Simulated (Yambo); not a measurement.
A free-standing SnO monolayer (symmetry P4/nmm, slab cell 15.3 Å high); a = b = 3.7850 Å, c = 15.3000 Å, α = β = γ = 90.00°. With the G0W0 scissor the direct gap on the mesh is 5.32 eV.

Problem. Can the lowest exciton of this BSE run be trusted, and with what binding energy? (Yambo, PBEsol bands; 6×6×1 mesh, 14 valence and 16 conduction bands, static screening with 124 bands and a 3 Ry block, scissor 2.13 eV, Tamm-Dancoff, stochastic integration of W near q = 0.)

Solution. The two meshes tried agree. These are vertical excitations (zero momentum); the indirect quasiparticle gap, about 4.94 eV, is smaller than the direct one (5.32 eV on the GW mesh). The lowest state lies at 3.27 eV (dark for light along x), the direct quasiparticle gap on this mesh at 5.32 eV. Its binding energy, counted from that gap, is 2.05 eV; it spreads over about 30 k points of the mesh. On a 4×4×1 mesh the same difference is 2.04 eV. The first optically allowed state is at 3.53 eV. The scissor comes from a G0W0 run whose convergence isn't established. 

The standard potential for Sn keeps a d shell in the valence without the s and p states of that shell. In tests on such compounds this moved G0W0 gaps by up to about 0.9 eV, so absolute quasiparticle energies here are unreliable; differences between settings are what counts.

Spin-orbit coupling is included.

Geometry relaxed with PBEsol.

This is a model layer cut from the bulk structure; whether it is stable on its own was not checked.
